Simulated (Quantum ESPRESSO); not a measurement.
Band energies of CuI

```
CuI
1.0
    3.30597    -3.49487     0.00000
    3.30597     3.49487     0.00000
    0.00000     0.00000     4.36644
Cu I
2 2
Direct
  0.41291   0.58709   0.75000
  0.58709   0.41291   0.25000
  0.78632   0.21368   0.75000
  0.21368   0.78632   0.25000
```

norm-conserving PBEsol (Quantum ESPRESSO, 92 Ry, with spin-orbit coupling); path ΓXSRAZΓYX1A1TY,ZT; energies in eV from the valence-band maximum.

```
k (1/Å)  point  band 52  band 53  band 54  band 55  band 56  band 57  band 58  band 59
-------  -----  -------  -------  -------  -------  -------  -------  -------  -------
0.00         Γ     0.00     0.71     0.71     1.45     1.45     1.80     1.80     4.56
0.34              -0.15     1.34     1.34     2.16     2.16     2.25     2.25     4.31
0.68              -0.33     1.21     1.21     2.83     2.83     3.56     3.56     4.60
0.90         X    -0.41     1.04     1.04     2.47     2.47     3.34     3.34     5.03
1.02              -0.44     1.19     1.19     2.59     2.59     3.50     3.50     4.71
1.40              -0.74     2.21     2.21     3.01     3.01     3.25     3.25     3.90
1.52         S    -0.77     2.25     2.25     3.00     3.00     3.22     3.22     3.81
1.76              -1.08     2.64     2.64     2.90     2.90     3.95     3.95     4.08
2.12              -1.12     1.81     1.81     1.96     1.96     3.32     3.32     3.55
2.24         R    -1.15     1.80     1.80     1.80     1.80     3.32     3.32     3.32
2.44              -1.29     2.29     2.29     2.34     2.34     3.71     3.71     3.74
2.75              -1.66     3.81     3.81     3.84     3.84     5.06     5.06     5.14
2.86         A    -1.71     3.99     3.99     4.01     4.01     5.40     5.40     5.45
3.06              -1.47     3.76     3.76     3.87     3.87     4.34     4.34     4.53
3.36              -1.07     3.25     3.25     3.27     3.27     3.67     3.67     3.77
3.66              -1.63     3.55     3.55     3.58     3.58     3.76     3.76     3.78
3.76         Z    -1.76     3.58     3.58     3.58     3.58     3.73     3.73     3.73
3.96              -1.54     2.68     2.68     2.76     2.76     3.68     3.68     4.98
4.37              -0.23     0.93     0.93     1.50     1.50     1.92     1.92     4.70
4.48         Γ     0.00     0.71     0.71     1.45     1.45     1.80     1.80     4.56
4.68              -0.23     1.26     1.26     1.89     1.89     2.02     2.02     4.15
4.98              -0.73     1.92     1.92     2.58     2.58     3.65     3.65     3.85
5.28              -0.48     1.17     1.17     2.46     2.46     3.48     3.48     4.80
5.38         Y    -0.41     1.03     1.03     2.45     2.45     3.33     3.33     5.04
5.38        X1    -0.41     1.04     1.04     2.47     2.47     3.34     3.34     5.03
5.48              -0.59     1.28     1.28     2.49     2.49     3.58     3.58     5.13
5.79              -1.53     2.99     2.99     3.40     3.40     5.14     5.14     5.82
6.10        A1    -1.71     3.99     3.99     4.01     4.01     5.40     5.40     5.45
6.10         T    -1.73     4.01     4.01     4.01     4.01     5.49     5.49     5.49
6.30              -1.69     3.49     3.49     3.73     3.73     5.23     5.23     5.88
6.61              -0.94     1.80     1.80     2.67     2.67     4.15     4.15     5.46
6.81         Y    -0.41     1.03     1.03     2.45     2.45     3.33     3.33     5.04
6.81         Z    -1.76     3.58     3.58     3.58     3.58     3.73     3.73     3.73
7.08              -1.74     2.40     2.40     2.40     2.40     4.03     4.03     4.03
7.35              -1.72     2.39     2.39     2.39     2.39     4.76     4.76     4.76
7.71         T    -1.73     4.01     4.01     4.01     4.01     5.49     5.49     5.49
```

The PBEsol gap is direct, 0.71 eV at Γ.

The filled Cu 3d shell has no Hubbard U; semilocal functionals place it too high.

Geometry relaxed with PBE+D3(BJ).

This is not the ordinary phase of the substance; no match was found in the copy of COD used, and its stability was not checked.

Letters of k points follow the standard setting of the lattice, whose axes may be ordered differently from the printed cell.
